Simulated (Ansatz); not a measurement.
AlClO:
Space group Pmmn, origin choice 1 (No. 59); a = 3.112 Å, b = 3.597 Å, c = 7.641 Å, α = 90.00°, β = 90.00°, γ = 90.00°

```json
[
 {"atom": "Al", "site": "2b", "symmetry": "mm2", "x": "0.0000", "y": "0.5000", "z": "0.1069"},
 {"atom": "Cl", "site": "2a", "symmetry": "mm2", "x": "0.0000", "y": "0.0000", "z": "0.6752"},
 {"atom": "O", "site": "2a", "symmetry": "mm2", "x": "0.0000", "y": "0.0000", "z": "0.0502"}
]
```

Relaxed with LDA. 

Task: HSE06 on this cell (Ansatz, an electronic-structure program, PAW) gives a gap of 7.64 eV. What does LDA give?

Result: 5.77 eV.

Cost on shared cores: the LDA run (SCF on a 9×8×4 mesh, then bands and DOS) around 70 core-seconds (rough), the HSE06 run (SCF on 5×5×2, then a few points) about 2.5 core-minutes (a rough figure); the tasks are unlike.

The first step of the workflow began from a Materials Project structure, measured or hypothetical; the Crystallography Open Database files this formula in space group No. 59, but the cells were not matched. Its standing as an ambient phase is unchecked. The cell was relaxed with LDA under the symmetry of its start; whether a distortion lowers the energy is not shown. A crystal of weakly bound layers computed without a dispersion correction: the cell and the soft elastic constants depend strongly on that.

Potentials: the later of the program's two PAW sets.

Ansatz is a plane-wave DFT program.
